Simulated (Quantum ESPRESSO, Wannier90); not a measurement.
Ge$_{2}$Pt (Pnnm), plane waves to Wannier functions

```
begin unit_cell_cart
ang
    5.7411200000    0.0000000000    0.0000000000
    0.0000000000    6.2216300000    0.0000000000
    0.0000000000    0.0000000000    2.9887600000
end unit_cell_cart
begin atoms_frac
Ge  -0.1696100000  0.3732000000  0.0000000000
Ge   0.1696100000 -0.3732000000  0.0000000000
Ge   0.3303900000  0.1268000000  0.5000000000
Ge  -0.3303900000 -0.1268000000  0.5000000000
Pt   0.0000000000  0.0000000000  0.0000000000
Pt   0.5000000000  0.5000000000  0.5000000000
end atoms_frac
```

Structure: Materials Project mp-1543, symmetrised, not relaxed again. COD (Crystallography Open Database) has an entry of this formula and space group (matched by these alone). Level: PBEsol, no spin polarisation, no spin-orbit coupling; pw.x of Quantum ESPRESSO at 68 Ry with PseudoDojo potentials, 4×4×8 k-points, Wannier90. Density: 6×6×10 mesh, cold smearing 0.01 Ry. Spin-orbit coupling is left out although heavy elements are present.

A tight-binding model is made by disentanglement and projection with no localisation steps (num_iter = 0), so the 34 orbitals stay atom-like: hydrogen-like Ge: s;p; Pt: s;p;d, axes along x, y, z; frozen window up to 1.50 eV relative to the Fermi level. It follows pw.x to 3.5 meV rms for states up to 1.0 eV relative to the Fermi level. Matrix elements depend on this choice of orbitals and windows.

Q: What are the on-site energies relative to the Fermi level, and how fast do the hoppings decay?

A: 
| atom | orbitals | energy (eV) |
|---|---|---|
| Ge1 | s | -4.66 |
| Ge1 | pz | 2.41 |
| Ge1 | px | 3.27 |
| Ge1 | py | 2.97 |
| Ge2 | s | -4.66 |
| Ge2 | pz | 2.41 |
| Ge2 | px | 3.27 |
| Ge2 | py | 2.97 |
| Ge3 | s | -4.66 |
| Ge3 | pz | 2.41 |
| Ge3 | px | 3.27 |
| Ge3 | py | 2.97 |
| Ge4 | s | -4.66 |
| Ge4 | pz | 2.41 |
| Ge4 | px | 3.27 |
| Ge4 | py | 2.97 |
| Pt5 | s | 1.78 |
| Pt5 | pz | 8.30 |
| Pt5 | px | 7.92 |
| Pt5 | py | 7.69 |
| Pt5 | dz2 dyz | -3.11 |
| Pt5 | dxz dx2-y2 | -3.23 |
| Pt5 | dxy | -3.27 |
| Pt6 | s | 1.78 |
| Pt6 | pz | 8.30 |
| Pt6 | px | 7.92 |
| Pt6 | py | 7.69 |
| Pt6 | dz2 dyz | -3.11 |
| Pt6 | dxz dx2-y2 | -3.23 |
| Pt6 | dxy | -3.27 |

```
distance of the centres (Å)  largest modulus (eV)
---------------------------  --------------------
2–3                                           2.5
3–4                                          0.44
4–5                                          0.38
5–6                                          0.38
6–7                                          0.26
7–8                                         0.089
8–9                                         0.065
9–10                                        0.020
10–11                                       0.011
```
